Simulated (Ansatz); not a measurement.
Input:

Si$_{2}$W:
```yaml
crystal:
  lattice:
    - [0.00000, 3.93424, 4.45893]
    - [2.27840, 0.00000, 4.45893]
    - [2.27840, 3.93424, 0.00000]
  atoms:
    - { symbol: Si, position: [0.66407, 0.33593, 0.66407] }
    - { symbol: Si, position: [0.33593, 0.66407, 0.33593] }
    - { symbol: Si, position: [0.58593, 0.91407, 0.58593] }
    - { symbol: Si, position: [0.91407, 0.58593, 0.91407] }
    - { symbol: W, position: [0.00000, 0.00000, 0.00000] }
    - { symbol: W, position: [0.25000, 0.25000, 0.25000] }
```

This is the PBEsol-relaxed structure.

All from PBEsol (plane waves, PAW; program Ansatz), unless another level is named. Give the electronic character.

metallic (no gap).

Give the density of states at the Fermi level.

0.29 states/eV per atom (mean over ±0.08 eV).

Predict the formation energy from the elements (no fitted shifts).

-0.33 eV/atom.

Space group Fddd. A made-up cell: these elements were put on the sites of a structure type; neither database checked (COD, Materials Project) lists it. It is not the phase usual at ambient conditions (space group No. 139). The PBEsol relaxation kept the symmetry of its start; its stability against distortions is not shown here. No spin polarisation was allowed. The references are the lowest solids computed at this level, not always the standard phases. Spin–orbit coupling is left out wherever it is not named.

Potentials: the later of the program's two PAW sets.
